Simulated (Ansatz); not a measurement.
**YSi: do energies and stresses tell the same story?**

The calculation used Ansatz 0.2.0, DFT PBEsol, scalar-relativistic, plane waves, PAW.

Cutoff 420 eV; k points 10×10×12 on the computed 4-atom cell (Γ-centred); Gaussian smearing, width 0.10 eV; no spin polarisation.

Relaxed cell: Cmcm, a = 4.234 Å, b = 10.453 Å, c = 3.808 Å, α = 90.00°, β = 90.00°, γ = 90.00°, 4 atoms in the primitive cell. Whether it is the stable form of this composition wasn't checked.

Energies at zero smearing and pressures from the stress tensor, at volumes with shape and atoms relaxed:
```tsv
V (Å³/atom)	E − E(first) (meV/atom)	P (GPa)
19.804	0.00	6.73
20.436	-19.21	3.10
21.068	-25.16	0.00
21.701	-19.74	-2.67
22.333	-4.59	-4.95
```

Question: Check P = −dE/dV between neighbouring volumes, and get the bulk modulus from the pressures alone.

Answer: With 1 eV/Å³ = 160.2 GPa:
```csv
middle V (Å³/atom),−ΔE/ΔV (GPa),mean P (GPa)
20.120,4.869,4.917
20.752,1.508,1.551
21.385,-1.373,-1.335
22.017,-3.840,-3.807
```

The two differ by 0.05 GPa at most. The mean of two end pressures misses the average over a step by about ΔV² P″/12, up to 0.05 GPa here; with that taken off 0.00 GPa remains. Around V = 21.068 Å³/atom, the two neighbours give B = −V ΔP/ΔV = 21.068 × 5.77 / 1.264 = 96.2 GPa, against B0 = 95.8 GPa from the Birch–Murnaghan fit of the energies.